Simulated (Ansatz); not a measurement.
HfC:
```cif
data_C4Hf4
_chemical_formula_sum 'Hf4 C4'
_space_group_name_H-M_alt 'Fm-3m'
_space_group_IT_number 225
_space_group_name_Hall '-F 4 2 3'
_cell_length_a 4.57238
_cell_length_b 4.57238
_cell_length_c 4.57238
_cell_angle_alpha 90.000
_cell_angle_beta 90.000
_cell_angle_gamma 90.000
loop_
_atom_site_label
_atom_site_type_symbol
_atom_site_symmetry_multiplicity
_atom_site_Wyckoff_symbol
_atom_site_fract_x
_atom_site_fract_y
_atom_site_fract_z
_atom_site_occupancy
Hf1 Hf 4 a 0.00000 0.00000 0.00000 1
C1 C 4 b 0.50000 0.50000 0.50000 1
```
(The calculation used a cell of 2 atoms; values per cell refer to that cell.)

This is the LDA-relaxed structure.

### Question
All from DFT-LDA in the program Ansatz with PAW potentials, unless another level is named. Estimate the electronic character.

### Answer
metallic (no gap).

### Question
What about the density of states at the Fermi level?

### Answer
0.12 states/eV per atom (mean over ±0.08 eV).

### Question
Predict the formation energy from the elements (no fitted shifts).

### Answer
-1.01 eV/atom.

The LDA relaxation kept the symmetry of its start; of distortions, only those at the zone centre were tested. The run is not spin-polarised. The references are the lowest solids computed at this level, not always the standard phases. Spin–orbit coupling is left out wherever it is not named.

Potentials: the later of the program's two PAW sets.
